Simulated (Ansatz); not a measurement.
SiGeO3:
```yaml
crystal:
  lattice:
    - [3.40851, 0.00000, 0.00000]
    - [0.00000, 3.40851, 0.00000]
    - [0.00000, 0.00000, 4.40364]
  atoms:
    - { symbol: Si, position: [0.50000, 0.50000, 0.60397] }
    - { symbol: Ge, position: [0.00000, 0.00000, 0.15274] }
    - { symbol: O, position: [0.00000, 0.50000, 0.48266] }
    - { symbol: O, position: [0.50000, 0.00000, 0.48266] }
    - { symbol: O, position: [0.50000, 0.50000, 0.96816] }
```

Relaxed with r²SCAN+D4. Special points in fractions of this cell's reciprocal vectors: Γ (0.000, 0.000, 0.000); X (0.000, 0.500, 0.000); M (0.500, 0.500, 0.000); Z (0.000, 0.000, 0.500); R (0.000, 0.500, 0.500); A (0.500, 0.500, 0.500).

Question: List the band energies nearest the valence-band maximum at these points for DFT-r²SCAN+D4 with spin–orbit coupling in the program Ansatz with PAW potentials.

Answer: In eV from the valence-band maximum; about four levels below and three above (degenerate sets whole), none deeper than 8.9 eV; points with the same levels are listed once.

| k | below | above |
|---|---|---|
| Γ | -3.19 -3.19 -3.17 -3.17 | 2.40 2.40 4.88 4.88 |
| X | -3.01 -3.01 0.00 0.00 | 2.92 2.92 5.43 5.43 |
| M | -3.11 -3.11 -1.60 -1.60 | 3.64 3.64 5.59 5.59 |
| Z | -3.08 -3.08 -2.14 -2.14 | 2.26 2.26 3.84 3.84 |
| R | -3.29 -3.29 -0.56 -0.56 | 4.40 4.40 5.15 5.15 |
| A | -2.69 -2.69 -1.60 -1.60 | 5.01 5.01 5.16 5.16 |

Space group P4mm. The start of the workflow was typed in or built on a structure type; neither database checked (COD, Materials Project) lists it. Its standing as an ambient phase is unchecked. Symmetry was held in the r²SCAN+D4 relaxation; its stability against distortions is not shown here.

Potentials: the later of the program's two PAW sets.
